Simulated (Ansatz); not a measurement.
CeSi₂Ir₂ in space group I4/mmm (No. 139; Ce on 2a, Ir on 4d, Si on 4e), DFT-PBE in the program Ansatz with PAW potentials, all energies at zero smearing, with the estimated change up to a 700 eV cutoff added, with one set of potentials and settings (totals compare only within such a set). Cell of 5 atoms (1 Ce, 2 Ir, 2 Si): -31723.017 eV.

| element | reference phase | E (eV/atom) |
|---|---|---|
| Ce | Fm-3m, 1 atoms in the cell | -6575.5970 |
| Ir | Fm-3m, 1 atoms in the cell | -11935.3137 |
| Si | Fd-3m, 2 atoms in the cell | -635.8096 |

Formation energy per atom, worked out: (-31723.017 − 1×(-6575.5970) − 2×(-11935.3137) − 2×(-635.8096))/5 = -1.035 eV/atom (-100 kJ per mol of atoms), at 0 K, without zero-point energy or fitted corrections.

The workflow started from an entry of the Crystallography Open Database (COD). Whether it is the stable phase at ambient conditions was not checked. The PBE relaxation kept the symmetry of its start; its stability against distortions is not shown here. The final state is ferromagnetic, the only order run, not a proven ground state. The 4f shell is in the valence, and the state reached may lie above the lowest one. No Hubbard U is applied. The references are the lowest solids computed at this level, not always the standard phases. Spin–orbit coupling is left out wherever it is not named.

Potentials: the later of the program's two PAW sets.
